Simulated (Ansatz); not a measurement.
Q: Each is relaxed and computed with PBE (plane waves, PAW; program Ansatz). Which is the only metal?
A. Fe2Si, P4/nmm (Fe on 2a, Fe on 2c, Si on 2c)
B. SiGe, Pmma (Si on 2e, Si on 2f, Ge on 2e, Ge on 2f)
C. SiC, P6_422 (Si on 3c, C on 3d)
D. PbO, P4/nmm (Pb on 2c, O on 2a)

A: A, Fe2Si, P4/nmm (Fe on 2a, Fe on 2c, Si on 2c). Fe2Si: metal; SiGe: gap 0.37 eV (indirect); PbO: gap 1.80 eV (indirect); SiC: gap 0.87 eV (indirect). Spin orders computed, not proven ground states: Fe2Si, P4/nmm (Fe on 2a, Fe on 2c, Si on 2c) ferromagnetic. Constructed cells (a structure type filled with these elements, in neither database checked): Fe2Si, P4/nmm (Fe on 2a, Fe on 2c, Si on 2c). Typed or built starts, not in the databases checked: SiGe, Pmma (Si on 2e, Si on 2f, Ge on 2e, Ge on 2f); SiC, P6_422 (Si on 3c, C on 3d). Not the usual ambient phase: SiC, P6_422 (Si on 3c, C on 3d). Relaxed far from the usual cell of the phase: PbO, P4/nmm (Pb on 2c, O on 2a). Weakly bound layers, chains or molecules computed without a dispersion correction, so cells and soft constants are ill determined: PbO, P4/nmm (Pb on 2c, O on 2a). All cells were relaxed under the symmetry of their starts (and spin orders); stability against distortions was not tested throughout. Scalar-relativistic: spin–orbit coupling is off unless named, which matters more the heavier the elements.

Potentials: the later of the program's two PAW sets.
